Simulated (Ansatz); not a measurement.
GaAs (wurtzite, space group No. 186), r²SCAN (plane waves, PAW; program Ansatz). The conduction-band minimum lies at Γ, with 1 equivalent valley. Second derivatives d²E/dk² of the lowest band at one valley (eV·Å²), along Cartesian directions:

```
direction  d²E/dk²
---------  -------
[100]        129.7
[010]        129.7
[001]        152.8
[110]        129.7
[101]        141.4
[011]        141.4
```

### Question
Find the principal effective masses, the density-of-states mass and the conductivity mass.

### Answer
Off-diagonal terms follow from H_xy = H[110] − (H_xx + H_yy)/2, and m*/mₑ = 7.620 eV·Å² over each eigenvalue: 0.050, 0.059, 0.059. One valley's DOS mass (m₁m₂m₃)^(1/3) = 0.056, conductivity mass 3/(Σ 1/mᵢ) = 0.055 mₑ.

### Question
What effective density of states Nc follows at 300 K for parabolic valleys?

### Answer
Nc = 2.509e19 × 1 × (0.056)^(3/2) ≈ 3.3e17 cm⁻³.

### Question
With the computed static dielectric constant 12.9 (mean of the diagonal), estimate a hydrogenic donor's binding energy and radius.

### Answer
E = 13.606 eV × 0.055/12.9² ≈ 4.5 meV; a = 0.529 Å × ε/m* ≈ 120 Å. Semilocal masses tend to be too small when the gap is underestimated.

Space group P6_3mc (wurtzite). The first step of the workflow began from a Materials Project structure, measured or hypothetical; the Crystallography Open Database copy checked does not list it. It is not the phase usual at ambient conditions (space group No. 216). The r²SCAN relaxation kept the symmetry of its start; its stability against distortions is not shown here. Spin–orbit coupling is left out wherever it is not named.

Potentials: the earlier of the program's two PAW sets. The files were generated under PBE; for other functionals the program regenerates the frozen cores, and for LDA and PBEsol the local potential too.
